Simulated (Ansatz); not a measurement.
CdS:
```xyz
2
Lattice="0.0000 2.9389 2.9389 2.9389 0.0000 2.9389 2.9389 2.9389 0.0000" Properties=species:S:1:pos:R:3 pbc="T T T"
S      4.4084     4.4084     4.4084
Cd     0.0000     0.0000     0.0000
```

Relaxed with r²SCAN.

Question: Give the Bader charges and basin volumes of the independent atoms, r²SCAN in the plane-wave PAW code Ansatz.

Answer: 

```
atom  Bader charge (e)  Bader volume (Å³)
----  ----------------  -----------------
S1               -0.94               30.0
Cd2              +0.94               20.8
```

Space group F-43m (zinc blende). Symmetry was held in the r²SCAN relaxation.

Potentials: the later of the program's two PAW sets.
